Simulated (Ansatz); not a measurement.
According to r²SCAN (plane waves, PAW; program Ansatz), Te in the diamond structure (Fd-3m) relaxes to a = 7.142 Å. Te has 4 nearest neighbours from 3.09 Å (tetrahedral).

Electronic character: metallic (no gap). Gap from r²SCAN with spin–orbit coupling: none (metallic).

The bulk modulus is 288 kbar.

The start of the workflow was typed in or built on a structure type; neither database checked (COD, Materials Project) lists it. It is not the phase usual at ambient conditions (space group No. 152). The r²SCAN relaxation kept the symmetry of its start; whether a distortion lowers the energy is not shown. Spin–orbit coupling is left out wherever it is not named.

Potentials: the later of the program's two PAW sets.
